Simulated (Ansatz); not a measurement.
The start is a randomly generated symmetric cell of Al (space group No. 47). Cell shape, volume and atoms are optimised at zero target pressure with r2SCAN (plane waves to 500 eV, PAW, scalar-relativistic; Ansatz, an electronic-structure program). The first steps use a coarse 13×12×11 k-mesh.

The start:
```
CELL_PARAMETERS angstrom
      2.40680     0.00000     0.00000
      0.00000     2.59005     0.00000
      0.00000     0.00000     2.89943
ATOMIC_POSITIONS crystal
  Al 0.50000 0.50000 0.50000
```

How does the volume change?

+9.7 %, from 18.07 to 19.83 Å³/atom.

What band gap does the relaxed structure have at this level?

Zero (metallic).

Final values are on a 17×17×17 k-mesh of the relaxed cell. No spin polarisation in the result.

The run could not lose the symmetry of its start, so the end can be a saddle point.

The relaxed structure here is a generated cell of Al: the first start was made by a random draw of sites in a space group, and the end was not matched to a known phase here, so it may be hypothetical. Known forms of Al include space group No. 225.
